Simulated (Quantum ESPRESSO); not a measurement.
# Si6GaAs: input and log of a self-consistent run

A calculation, not a measurement. The program is pw.x of Quantum ESPRESSO 7.5 (plane-wave density functional theory). The cell is made up: 8 atoms on a zincblende/diamond lattice, with randomly drawn elements, strain and displacements, not relaxed. PseudoDojo standard norm-conserving files (v0.5 for PBE, v0.4.1 for LDA and PBEsol) set the functional; there is no spin polarisation, spin-orbit coupling or dispersion term, and the masses in the input are unused placeholders.

Input:

```
&control calculation='scf', pseudo_dir='./dojo.nc.sr.pbe.v0_5.standard.upf', outdir='./o', disk_io='medium', tprnfor=.true., tstress=.true. /
&system ibrav=0, nat=8, ntyp=3, nbnd=36, ecutwfc=84.00895049, nosym=.true., tot_charge=0,
 occupations='smearing', smearing='fd', degauss=0.0073498644
/
&electrons conv_thr=7.350e-09, electron_maxstep=60, /
ATOMIC_SPECIES
As 1.0 As.upf
Ga 1.0 Ga.upf
Si 1.0 Si.upf
CELL_PARAMETERS angstrom
5.5046 0.0289 -0.0315
0.0289 5.5652 0.0921
-0.0315 0.0921 5.5567
ATOMIC_POSITIONS angstrom
Si 0.0252 -0.1143 0.0225
Si -0.1012 2.8705 2.7646
Ga 2.7787 0.1099 2.7449
Si 2.723 2.8331 0.0969
Si 1.4006 1.3975 1.3376
Si 1.4198 4.2906 4.2206
Si 4.0847 1.5302 4.1288
As 4.2354 4.224 1.3876
K_POINTS automatic
6 6 6 1 1 1
```

The log is shortened where brackets say so; the opening notice, blank lines, dates and the lines on written files are dropped, and the path of the files is cut. It prints rydbergs, bohrs and kilobars, and counts compression as positive stress.

```
     Program PWSCF v.7.5
     Parallel version (MPI & OpenMP), running on       1 processor cores
     Number of MPI processes:                 1
     Threads/MPI process:                     1
     [start-up lines left out]
     bravais-lattice index     =            0
     lattice parameter (alat)  =      10.4025  a.u.
     unit-cell volume          =    1148.3508 (a.u.)^3
     number of atoms/cell      =            8
     number of atomic types    =            3
     number of electrons       =        52.00
     number of Kohn-Sham states=           36
     kinetic-energy cutoff     =      84.0090  Ry
     charge density cutoff     =     336.0358  Ry
     scf convergence threshold =      7.3E-09
     mixing beta               =       0.7000
     number of iterations used =            8  plain     mixing
     Exchange-correlation= PBE
                           (   1   4   3   4   0   0   0)
     [axes and pseudopotential details left out]
   Cartesian axes
     site n.     atom                  positions (alat units)
         1        Si     tau(   1) = (   0.0045779  -0.0207638   0.0040874  )
         2        Si     tau(   2) = (  -0.0183841   0.5214572   0.5022194  )
         3        Ga     tau(   3) = (   0.5047808   0.0199645   0.4986406  )
         4        Si     tau(   4) = (   0.4946623   0.5146631   0.0176029  )
         5        Si     tau(   5) = (   0.2544341   0.2538709   0.2429894  )
         6        Si     tau(   6) = (   0.2579220   0.7794337   0.7667174  )
         7        Si     tau(   7) = (   0.7420297   0.2779773   0.7500410  )
         8        As     tau(   8) = (   0.7694060   0.7673351   0.2520725  )
     number of k points=   108  Fermi-Dirac smearing, width (Ry)=  0.0073
     Number of k-points >= 100: set verbosity='high' to print them.
     Dense  grid:   119531 G-vectors     FFT dimensions: (  64,  64,  64)
     Estimated max dynamical RAM per process >     153.55 MB
     Initial potential from superposition of free atoms
     starting charge      51.9934, renormalised to      52.0000
     Starting wfcs are   42 randomized atomic wfcs
     total cpu time spent up to now is       44.6 secs
     per-process dynamical memory:   123.7 Mb
     Self-consistent Calculation
     iteration #  1     ecut=    84.01 Ry     beta= 0.70
     Davidson diagonalization with overlap
     ethr =  1.00E-02,  avg # of iterations =  4.2
     Threshold (ethr) on eigenvalues was too large:
     Diagonalizing with lowered threshold
     Davidson diagonalization with overlap
     ethr =  4.07E-04,  avg # of iterations =  5.8
     total cpu time spent up to now is      331.8 secs
     total energy              =    -415.75502638 Ry
     estimated scf accuracy    <       0.22799675 Ry
     iteration #  2     ecut=    84.01 Ry     beta= 0.70
     Davidson diagonalization with overlap
     ethr =  4.38E-04,  avg # of iterations =  2.4
     total cpu time spent up to now is      437.7 secs
     total energy              =    -415.76304097 Ry
     estimated scf accuracy    <       0.06346210 Ry
     iteration #  3     ecut=    84.01 Ry     beta= 0.70
     Davidson diagonalization with overlap
     ethr =  1.22E-04,  avg # of iterations =  3.6
     total cpu time spent up to now is      563.5 secs
     total energy              =    -415.78113737 Ry
     estimated scf accuracy    <       0.02405990 Ry
     iteration #  4     ecut=    84.01 Ry     beta= 0.70
     Davidson diagonalization with overlap
     ethr =  4.63E-05,  avg # of iterations =  2.9
     total cpu time spent up to now is      668.5 secs
     total energy              =    -415.78542429 Ry
     estimated scf accuracy    <       0.00029167 Ry
     iteration #  5     ecut=    84.01 Ry     beta= 0.70
     Davidson diagonalization with overlap
     c_bands:  1 eigenvalues not converged
     c_bands:  1 eigenvalues not converged
     c_bands:  1 eigenvalues not converged
     c_bands:  1 eigenvalues not converged
     c_bands:  1 eigenvalues not converged
     ethr =  5.61E-07,  avg # of iterations =  9.6
     total cpu time spent up to now is      817.1 secs
     total energy              =    -415.78554651 Ry
     estimated scf accuracy    <       0.00005830 Ry
     iteration #  6     ecut=    84.01 Ry     beta= 0.70
     Davidson diagonalization with overlap
     ethr =  1.12E-07,  avg # of iterations =  2.3
     total cpu time spent up to now is      904.7 secs
     total energy              =    -415.78556023 Ry
     estimated scf accuracy    <       0.00001141 Ry
     iteration #  7     ecut=    84.01 Ry     beta= 0.70
     Davidson diagonalization with overlap
     ethr =  2.20E-08,  avg # of iterations =  2.0
     total cpu time spent up to now is      986.2 secs
     total energy              =    -415.78556241 Ry
     estimated scf accuracy    <       0.00000032 Ry
     iteration #  8     ecut=    84.01 Ry     beta= 0.70
     Davidson diagonalization with overlap
     ethr =  6.24E-10,  avg # of iterations =  4.0
     total cpu time spent up to now is     1137.9 secs
     total energy              =    -415.78556258 Ry
     estimated scf accuracy    <       0.00000010 Ry
     iteration #  9     ecut=    84.01 Ry     beta= 0.70
     Davidson diagonalization with overlap
     ethr =  1.91E-10,  avg # of iterations =  2.0
     total cpu time spent up to now is     1237.3 secs
     total energy              =    -415.78556260 Ry
     estimated scf accuracy    <       0.00000002 Ry
     iteration # 10     ecut=    84.01 Ry     beta= 0.70
     Davidson diagonalization with overlap
     ethr =  3.87E-11,  avg # of iterations =  2.0
     total cpu time spent up to now is     1337.3 secs
     End of self-consistent calculation
     Number of k-points >= 100: set verbosity='high' to print the bands.
     the Fermi energy is     7.0016 ev
!    total energy              =    -415.78556260 Ry
     estimated scf accuracy    <          6.2E-10 Ry
     smearing contrib. (-TS)   =      -0.00107287 Ry
     internal energy E=F+TS    =    -415.78448973 Ry
     The total energy is F=E-TS. E is the sum of the following terms:
     one-electron contribution =    -258.06182570 Ry
     hartree contribution      =     156.36166163 Ry
     xc contribution           =    -107.84074083 Ry
     ewald contribution        =    -206.24358483 Ry
     convergence has been achieved in  10 iterations
     Forces acting on atoms (cartesian axes, Ry/au):
     atom    1 type  3   force =     0.04479286    0.08725429   -0.07466841
     atom    2 type  3   force =     0.10420784   -0.06288283    0.05945237
     atom    3 type  2   force =    -0.01099992    0.00437010    0.01477412
     atom    4 type  3   force =     0.01467026   -0.02530063   -0.05635723
     atom    5 type  3   force =    -0.04328615    0.00701321    0.02649734
     atom    6 type  3   force =    -0.02372534   -0.01801310   -0.01592512
     atom    7 type  3   force =     0.00249840   -0.00401728    0.04063114
     atom    8 type  1   force =    -0.08815794    0.01157624    0.00559579
     Total force =     0.226516     Total SCF correction =     0.000164
     Computing stress (Cartesian axis) and pressure
          total   stress  (Ry/bohr**3)                   (kbar)     P=       11.59
   0.00010378   0.00002970   0.00005298           15.27        4.37        7.79
   0.00002970   0.00005846  -0.00034400            4.37        8.60      -50.60
   0.00005298  -0.00034400   0.00007408            7.79      -50.60       10.90
     init_run     :     43.77s CPU     44.41s WALL (       1 calls)
     electrons    :   1253.34s CPU   1292.73s WALL (       1 calls)
     forces       :     12.63s CPU     12.80s WALL (       1 calls)
     stress       :     50.41s CPU     53.04s WALL (       1 calls)
     [timing details left out]
     PWSCF        :  22m40.57s CPU  23m23.89s WALL
     JOB DONE.
```

In other units: free energy -5657.051 eV for the cell, pressure 1.16 GPa, largest force component 2.679 eV/Å. A rerun of the same cell at another strain at 1437 eV and a 8 x 8 x 8 mesh moved values by no more than 0.002 eV in energy, 0.02 GPa in stress and 0.003 eV/Å in force.